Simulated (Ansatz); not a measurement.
## Data sheet: CdH6N2Cl2 (DFT)

CdH₆N₂Cl₂:
```
CELL_PARAMETERS angstrom
      4.11628     4.04540     0.00000
     -4.11628     4.04540     0.00000
     -0.04413     0.00000     3.95740
ATOMIC_POSITIONS crystal
  Cd 0.98631 0.98631 0.00000
  H  0.56662 0.20438 0.85959
  H  0.20438 0.56662 0.14041
  H  0.66058 0.31121 0.21643
  H  0.31121 0.66058 0.78357
  H  0.40607 0.76790 0.13965
  H  0.76790 0.40607 0.86035
  N  0.26042 0.71195 0.01572
  N  0.71195 0.26042 0.98428
  Cl 0.21674 0.21674 0.50000
  Cl 0.75582 0.75582 0.50000
```

Space group C2/m (No. 12); conventional cell a = 8.233 Å, b = 8.091 Å, c = 3.958 Å, α = γ = 90.00°, β = 90.64°.

Method: plane-wave PAW r²SCAN+D4 (Ansatz code). Geometry: relaxed at this level of theory. Other levels are named where they apply.

### Cell and energy

```
Quantity                                                       Value
-----------------------------------------------------  -------------
Volume per atom                                             11.98 Å³
Density                                                   2.74 g/cm³
Formation energy from the elements (no fitted shifts)  -0.69 eV/atom
```

### Electronic structure

```
Property                                                                                                          Result
------------------------------------------------  ----------------------------------------------------------------------
Band gap                                                                           4.20 eV (smallest direct gap 4.22 eV)
Valence-band maximum                              at M2 (k = 0.500, 0.500, 0.500 in fractions of the reciprocal vectors)
Conduction-band minimum                                                                                             at Γ
Electron effective mass                                                           0.37, 0.40, 0.40 mₑ (principal values)
Electron effective mass with spin–orbit coupling                                  0.37, 0.40, 0.40 mₑ (principal values)
Hole effective mass                                                                  1.2, 1.5, 3.1 mₑ (principal values)
Hole effective mass with spin–orbit coupling                                         1.2, 1.5, 3.1 mₑ (principal values)
HSE06 gap on the r²SCAN+D4 cell                                                                                  5.08 eV
Gap with spin–orbit coupling                                                                                     4.20 eV
```

### Mechanics

```
Property                              Result
----------------------------------  --------
Bulk modulus (Birch–Murnaghan fit)  22.4 GPa
Pressure derivative B′                   7.8
```

### Charges

```
Property                                                 Value
-------------  -----------------------------------------------
Bader charges  Cd +1.23, H +0.42 to +0.43, N -1.16, Cl -0.73 e
```

The workflow started from a Materials Project entry (that database holds measured and hypothetical structures alike); the Crystallography Open Database copy checked does not list it. Whether it is the stable phase at ambient conditions was not checked. The r²SCAN+D4 relaxation kept the symmetry of its start; whether a distortion lowers the energy is not shown. Point labels and valley counts follow the cell and symmetry of the run, lower than the named group. The references are the lowest solids computed at this level, not always the standard phases (solids in place of the gases). Spin–orbit coupling is left out wherever it is not named.

Potentials: the later of the program's two PAW sets.
